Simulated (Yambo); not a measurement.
Yambo run on KHgF₃ (space group Cmmm, No. 65, within 0.06 Å of Pm-3m). The wavefunctions are LDA (Quantum ESPRESSO, PseudoDojo norm-conserving, 84 Ry, no spin-orbit coupling) ones on a 2×2×2 mesh (25 occupied bands); a = 4.533 Å, b = 4.533 Å, c = 4.524 Å, α = 90.00°, β = 90.00°, γ = 90.11°.

Yambo input:

```
rim_cut
gw0
dyson
el_el_corr
HF_and_locXC
ppa
em1d
RandQpts= 1000000
RandGvec= 1 Ry
EXXRLvcs= 84 Ry
VXCRLvcs= 336 Ry
Chimod= "HARTREE"
% BndsRnXp
 5 | 142 |
%
NGsBlkXp= 7 Ry
% LongDrXp
 1.0 | 1.0 | 1.0 |
%
PPAPntXp= 27.2114 eV
% GbndRnge
 1 | 142 |
%
GTermKind= "none"
DysSolver= "n"
ExtendOut
% QPkrange
 1 | 1 | 25 | 26 |
 6 | 6 | 25 | 25 |
%
```

k points by index: 1 = Γ, 6 = (-0.5, -0.5, -0.5).

The o-*.qp file then holds:

```
#    K-point    Band    Eo [eV]    E [eV]    E-Eo [eV]    Vxc [eV]    Vnlxc [eV]    Sc|Eo [eV]    Sc|E [eV]    dSc/dw|Eo [eV]    Re(Z)    Im(Z)
#
    1    25    -2.574417    -3.970247    -1.395830    -21.50939    -29.28206    5.957440    6.376840    -8.173052    0.769006    -0.003371
    1    26    0.305012    1.616867    1.311855    -13.40133    -8.873874    -2.980654    -3.215606    -4.873257    0.848111    -0.954126E-3
    6    25    0.000000    -0.718709    -0.718709    -24.82099    -30.23925    4.521241    4.699547    -6.749699    0.801250    -0.001352
```
(The two width columns are left out.) Convergence of these settings isn't established.

Geometry of the Materials Project entry, not relaxed at this level.
